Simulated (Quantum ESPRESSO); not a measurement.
# Strain and stress in Ca2MgZnO4

The results below are calculated, not measured. They come from pw.x of Quantum ESPRESSO 7.5, a plane-wave density functional program, with PseudoDojo standard norm-conserving files (v0.5 for PBE, v0.4.1 for LDA and PBEsol). The cells are made up: elements, strain and atom displacements were drawn at random, and nothing was relaxed. There is no spin polarisation, spin-orbit coupling or dispersion term.

The cell has 8 sites of a rocksalt lattice. Sites 1 to 4 hold Ca Ca Mg Zn; sites 5 to 8 hold O O O O. Cell vectors in Å: (4.580, 0.053, -0.033); (0.053, 4.526, -0.034); (-0.033, -0.033, 4.572). Settings: PBE, cutoff 1143 eV, 4 x 4 x 4 k mesh shifted by half a step, Fermi-Dirac smearing of 0.025 eV.

Each run adds a strain along z to one cell, with the atoms carried along; the vectors above are those of run 3. Stress is positive in tension and P is minus a third of its trace. E is the free energy for each atom above the lowest run shown.

| run | strain (%) | s_xx (GPa) | s_yy (GPa) | s_zz (GPa) | s_xy (GPa) | P (GPa) | E (meV/atom) |
| --- | --- | --- | --- | --- | --- | --- | --- |
| 1 | -1.76 | -3.61 | -6.67 | -9.06 | 2.03 | 6.44 | 11.03 |
| 2 | -0.96 | -2.96 | -5.95 | -6.67 | 2.05 | 5.19 | 6.37 |
| 4 | 0.42 | -1.89 | -4.77 | -3.04 | 2.08 | 3.24 | 1.45 |
| 5 | 1.31 | -1.24 | -4.05 | -1.01 | 2.10 | 2.10 | 0.10 |
| 6 | 2.15 | -0.65 | -3.40 | 0.72 | 2.11 | 1.11 | 0.00 |
| 7 | 2.47 | -0.43 | -3.15 | 1.33 | 2.12 | 0.75 | 0.23 |
| 3 | 0.22 | ? | ? | ? | ? | ? | ? |

A rerun of one of these cells at 1437 eV and k mesh 6 x 6 x 6 moved values by no more than 0.002 eV in the cell's energy, 0.04 GPa in stress and 0.009 eV/Å in force.

## Worked fit

A parabola through the six runs shown gives s_zz = -4.09 + 2.56 e - 0.148 e² GPa, with e in per cent and a scatter of 0.02 GPa. The slope is a stiffness of 256 ± 2 GPa for each unit of this strain at e = 0. The atoms are clamped, and relaxing them would in general lower it. The error is the larger of the fit's own and the change that a cubic makes, rounded up.

## Withheld run

Question: what s_zz should run 3 give?

The fit gives -3.53 GPa. The calculation gave -3.54 GPa.

```
run  strain (%)  s_xx (GPa)  s_yy (GPa)  s_zz (GPa)  s_xy (GPa)  P (GPa)  E (meV/atom)
  3        0.22       -2.04       -4.94       -3.54        2.07     3.51          1.95
```